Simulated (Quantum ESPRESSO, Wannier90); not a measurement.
Tight-binding from DFT: Na2S (anti-fluorite)

Structure: Materials Project mp-648, symmetrised, not relaxed again. COD (Crystallography Open Database) has the formula in 2 space groups, this one among them (matched by group alone). Computed values, not measurements, from LDA: Quantum ESPRESSO (norm-conserving PseudoDojo potentials, cutoff 71 Ry, no spin polarisation, no spin-orbit coupling) on a Γ-centred 8×8×8 mesh, then Wannier90. Density: 8×8×8 mesh, cold smearing 0.01 Ry.

```
begin unit_cell_cart
ang
    0.0000000000    3.2491550000    3.2491550000
    3.2491550000    0.0000000000    3.2491550000
    3.2491550000    3.2491550000    0.0000000000
end unit_cell_cart
mp_grid = 8 8 8
```

Q: Which shells of neighbouring k-points and which b-vectors and weights does Wannier90 pick for this cell and mesh?

A: 
```
 *---------------------------------- K-MESH ----------------------------------*
 +----------------------------------------------------------------------------+
 |                    Distance to Nearest-Neighbour Shells                    |
 |                    ------------------------------------                    |
 |          Shell             Distance (Ang^-1)          Multiplicity         |
 |          -----             -----------------          ------------         |
 |             1                   0.209339                      8            |
 |             2                   0.241724                      6            |
 |             3                   0.341849                     12            |
 |             4                   0.400854                     24            |
 |             5                   0.418678                      8            |
 |             6                   0.483448                      6            |
 |             7                   0.526825                     24            |
 |             8                   0.540511                     24            |
       ... (lines left out)
 +----------------------------------------------------------------------------+
 | The b-vectors are chosen automatically                                     |
 | The following shells are used:                       1                     |
 +----------------------------------------------------------------------------+
 |                        Shell   # Nearest-Neighbours                        |
 |                        -----   --------------------                        |
 |                          1               8                                 |
 +----------------------------------------------------------------------------+
 | Completeness relation is fully satisfied [Eq. (B1), PRB 56, 12847 (1997)]  |
 +----------------------------------------------------------------------------+
 |                  b_k Vectors (Ang^-1) and Weights (Ang^2)                  |
 |                  ----------------------------------------                  |
 |            No.         b_k(x)      b_k(y)      b_k(z)        w_b           |
 |            ---        --------------------------------     --------        |
 |             1         0.120862    0.120862   -0.120862     8.557189        |
 |             2         0.120862   -0.120862    0.120862     8.557189        |
 |             3        -0.120862    0.120862    0.120862     8.557189        |
 |             4         0.120862    0.120862    0.120862     8.557189        |
 |             5        -0.120862   -0.120862    0.120862     8.557189        |
 |             6        -0.120862    0.120862   -0.120862     8.557189        |
 |             7         0.120862   -0.120862   -0.120862     8.557189        |
 |             8        -0.120862   -0.120862   -0.120862     8.557189        |
```
